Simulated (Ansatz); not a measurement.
Te:
```xyz
1
Lattice="3.1890 0.0000 0.0000 0.0000 3.1890 0.0000 0.0000 0.0000 3.1890" Properties=species:S:1:pos:R:3 pbc="T T T"
Te     0.0000     0.0000     0.0000
```

Relaxed with r²SCAN.

**Question.** Map the valence electron density (e/Å³), cut off at 4 on the plane through (0.000, 0.000, 0.000) spanned by u = [1, 0, 0] and v = [0, 1, 0] in lattice vectors, from plane-wave PAW r²SCAN (Ansatz code).

**Answer.** x is the fraction of u, y of v (the angle between them is 90°; rows are the nearest grid lines); atoms in the plane: Te at (0.00, 0.00).
```
y \ x   0.000  0.0625  0.188  0.250  0.375  0.438  0.562  0.625  0.750  0.812  0.938   1.00
------  -----  ------  -----  -----  -----  -----  -----  -----  -----  -----  -----  -----
1.00     4.00    4.00   3.84   1.26  0.384  0.272  0.272  0.384   1.26   3.84   4.00   4.00
0.938    4.00    4.00   3.21   1.10  0.365  0.260  0.260  0.365   1.10   3.21   4.00   4.00
0.875    4.00    4.00   1.93  0.803  0.314  0.227  0.227  0.314  0.803   1.93   4.00   4.00
0.750    1.26    1.10  0.568  0.401  0.184  0.137  0.137  0.184  0.401  0.568   1.10   1.26
0.688   0.595   0.562  0.375  0.269  0.131  0.099  0.099  0.131  0.269  0.375  0.562  0.595
0.625   0.384   0.365  0.248  0.184  0.094  0.072  0.072  0.094  0.184  0.248  0.365  0.384
0.562   0.272   0.260  0.182  0.137  0.072  0.057  0.057  0.072  0.137  0.182  0.260  0.272
0.438   0.272   0.260  0.182  0.137  0.072  0.057  0.057  0.072  0.137  0.182  0.260  0.272
0.375   0.384   0.365  0.248  0.184  0.094  0.072  0.072  0.094  0.184  0.248  0.365  0.384
0.312   0.595   0.562  0.375  0.269  0.131  0.099  0.099  0.131  0.269  0.375  0.562  0.595
0.250    1.26    1.10  0.568  0.401  0.184  0.137  0.137  0.184  0.401  0.568   1.10   1.26
0.125    4.00    4.00   1.93  0.803  0.314  0.227  0.227  0.314  0.803   1.93   4.00   4.00
0.0625   4.00    4.00   3.21   1.10  0.365  0.260  0.260  0.365   1.10   3.21   4.00   4.00
0.000    4.00    4.00   3.84   1.26  0.384  0.272  0.272  0.384   1.26   3.84   4.00   4.00
```

The density is the valence pseudo-density with augmentation charge, so density and ELF within about 1 Å of a nucleus are not all-electron values.

Space group Pm-3m (simple cubic). The start of the workflow was typed in or built on a structure type; neither database checked (COD, Materials Project) lists it. It is not the phase usual at ambient conditions (space group No. 152). The cell was relaxed with r²SCAN under the symmetry of its start; whether a distortion lowers the energy is not shown. Spin–orbit coupling is left out wherever it is not named.

Potentials: the earlier of the program's two PAW sets.
